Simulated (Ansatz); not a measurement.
ZnO$_{2}$:
```xyz
12
Lattice="4.8726 0.0000 0.0000 0.0000 4.8726 0.0000 0.0000 0.0000 4.8726" Properties=species:S:1:pos:R:3 pbc="T T T"
Zn     0.0000     2.4363     2.4363
Zn     2.4363     2.4363     0.0000
Zn     2.4363     0.0000     2.4363
Zn     0.0000     0.0000     0.0000
O      2.0087     0.4276     4.4450
O      2.8639     4.4450     0.4276
O      0.4276     4.4450     2.0087
O      4.4450     0.4276     2.8639
O      4.4450     2.0087     0.4276
O      0.4276     2.8639     4.4450
O      2.8639     2.8639     2.8639
O      2.0087     2.0087     2.0087
```

Cartesian axes are those of the cell as given.

Q: Give the high-frequency dielectric tensor and the Born effective charge tensors of the independent atoms from DFPT, DFT-r²SCAN in the program Ansatz with PAW potentials.

A: 
ε∞:
```
3.79  0.00  0.00
0.00  3.79  0.00
0.00  0.00  3.79
```
Z* of atom 1 (Zn), rows: field, columns: displacement, in e:
```
 2.34  -0.12  -0.10
 0.10   2.34  -0.12
 0.12   0.10   2.34
```
Z* of atom 5 (O), rows: field, columns: displacement, in e:
```
-1.17  -0.12   0.13
-0.13  -1.17  -0.12
 0.12  -0.13  -1.17
```

Static charges for comparison (Bader): Zn1 +1.39, O5 -0.70 e. Born charges measure polarisation by displacement and can exceed these by far.

Space group Pa-3. The first step of the workflow began from a Materials Project structure, measured or hypothetical; the Crystallography Open Database copy checked does not list it. Whether it is the stable phase at ambient conditions was not checked. The r²SCAN relaxation kept the symmetry of its start; its stability against distortions is not shown here.

Potentials: the later of the program's two PAW sets.
